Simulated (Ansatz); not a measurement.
LaAs2Pd2:
```xyz
5
Lattice="-2.1671 2.1671 5.2114 2.1671 -2.1671 5.2114 2.1671 2.1671 -5.2114" Properties=species:S:1:pos:R:3 pbc="T T T"
La     0.0000     0.0000     0.0000
As     0.0000     0.0000     3.9541
As     0.0000     0.0000     6.4688
Pd     2.1671     0.0000     2.6057
Pd     0.0000     2.1671     2.6057
```

Relaxed with r²SCAN. Special points in fractions of this cell's reciprocal vectors: Γ (0.000, 0.000, 0.000); X (0.000, 0.000, 0.500); P (0.250, 0.250, 0.250); N (0.000, 0.500, 0.000); M (0.500, 0.500, -0.500); S (0.293, 0.707, -0.293); S0 (-0.293, 0.293, 0.293); R (-0.086, 0.086, 0.500); G (0.500, 0.500, -0.086).

**Question.** List the band energies nearest the Fermi level at these points for DFT-r²SCAN in the program Ansatz with PAW potentials.

**Answer.** In eV from the Fermi level; about four levels below and three above (degenerate sets whole), none deeper than 8.9 eV; points with the same levels are listed once.

```json
[
 {"k": "Γ", "below": "-1.46 -0.67 -0.10 -0.10", "above": "1.87 2.09 2.14"},
 {"k": "X", "below": "-2.22 -2.05 -1.16 -0.96", "above": "0.68 1.85 2.02"},
 {"k": "P", "below": "-2.16 -2.16 -1.04 -1.04", "above": "0.36 1.96 1.96"},
 {"k": "N", "below": "-3.26 -3.09 -2.35 -1.26", "above": "0.03 0.57 0.84"},
 {"k": "M", "below": "-1.69 -1.69 -1.46 -0.92", "above": "0.44 0.57 1.77"},
 {"k": "S", "below": "-3.03 -1.18 -1.15 -1.00", "above": "0.98 1.45 1.73"},
 {"k": "R", "below": "-1.99 -1.74 -1.15 -1.01", "above": "0.83 1.86 2.00"}
]
```

Space group I4/mmm. The first step of the workflow began from a Materials Project structure, measured or hypothetical; the Crystallography Open Database copy checked does not list it. Whether it is the stable phase at ambient conditions was not checked. The r²SCAN relaxation kept the symmetry of its start; whether a distortion lowers the energy is not shown. The run is not spin-polarised. Spin–orbit coupling is left out wherever it is not named.

Potentials: the later of the program's two PAW sets.
